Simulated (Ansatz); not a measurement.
**Where the states of LaZn lie**

Space group Pm-3m (No. 221). a = 3.750 Å, b = 3.750 Å, c = 3.750 Å, α = 90.00°, β = 90.00°, γ = 90.00°
```csv
atom,site,symmetry,x,y,z
La,1b,m-3m,0.5000,0.5000,0.5000
Zn,1a,m-3m,0.0000,0.0000,0.0000
```

The runs use the primitive cell with vectors (3.750, 0.000, 0.000), (0.000, 3.750, 0.000), (0.000, 0.000, 3.750) Å, to which the k mesh refers.

Symmetry: Pm-3m, No. 221, cubic system. Conventional cell: a = 3.750 Å, b = 3.750 Å, c = 3.750 Å, α = 90.00°, β = 90.00°, γ = 90.00°. La (site symmetry m-3m) has 8 Zn at 3.25 Å as nearest neighbours. Zn (site symmetry m-3m) is surrounded by 8 La at 3.25 Å.

The geometry is COD entry 9008827, unchecked; take it as a test cell.

Spin–orbit coupling is left out, though it moves levels of the heavy atoms by tenths of an eV or more.

The calculation used DFT, LDA, all-electron LAPW, scalar-relativistic (Ansatz 0.2.0).

Sampling and basis: a Γ-centred 9×9×9 k mesh, Fermi–Dirac smearing of 0.05 eV, basis error target 1 meV/atom, no spin polarisation.

States per eV and cell, averaged over 0.4 eV, from -7.0 to 1.2 eV, with energies (bin centres) from the Fermi level; empty bins are left out. The partial columns, the largest 3 alone, are projections on Löwdin-orthogonalised atomic shells (those that the program's projection atoms carry: the occupied ones and, for some elements, an empty d or f shell; other empty shells have no column), summed over atoms of an element. Weights on diffuse s and p shells depend on that basis and aren't pure angular character.

| E (eV) | total | Zn 3d | La 5d | Zn 4s |
| --- | --- | --- | --- | --- |
| -6.9 | 25.00 | 24.74 | 0.17 | 0.01 |
| -6.1 | 0.01 | 0.00 | 0.00 | 0.00 |
| -5.7 | 0.11 | 0.00 | 0.00 | 0.04 |
| -5.3 | 0.21 | 0.00 | 0.00 | 0.09 |
| -4.9 | 0.32 | 0.00 | 0.02 | 0.15 |
| -4.5 | 0.53 | 0.00 | 0.06 | 0.26 |
| -4.1 | 1.95 | 0.03 | 0.66 | 0.98 |
| -3.7 | 1.60 | 0.02 | 0.58 | 0.85 |
| -3.3 | 0.20 | 0.00 | 0.11 | 0.08 |
| -2.9 | 0.06 | 0.00 | 0.03 | 0.02 |
| -2.1 | 0.18 | 0.00 | 0.10 | 0.02 |
| -1.7 | 0.65 | 0.00 | 0.44 | 0.02 |
| -1.3 | 1.32 | 0.01 | 0.85 | 0.03 |
| -0.9 | 2.38 | 0.02 | 1.47 | 0.06 |
| -0.5 | 1.59 | 0.02 | 1.08 | 0.05 |
| -0.1 | 1.99 | 0.02 | 1.52 | 0.04 |
| 0.3 | 2.07 | 0.01 | 1.32 | 0.07 |
| 0.7 | 1.12 | 0.00 | 0.64 | 0.05 |
| 1.1 | 4.01 | 0.01 | 1.98 | 0.08 |

**Question.** Which of the resolved shells contributes most within 0.3 eV of the Fermi level?

**Answer.** La 5d, with 74 % of all states there; La 4f follows with 9 %.

**Question.** Where is the centre of the filled Zn 3d states between -14 eV and the top of the filled states?

**Answer.** -6.96 eV from the Fermi level.
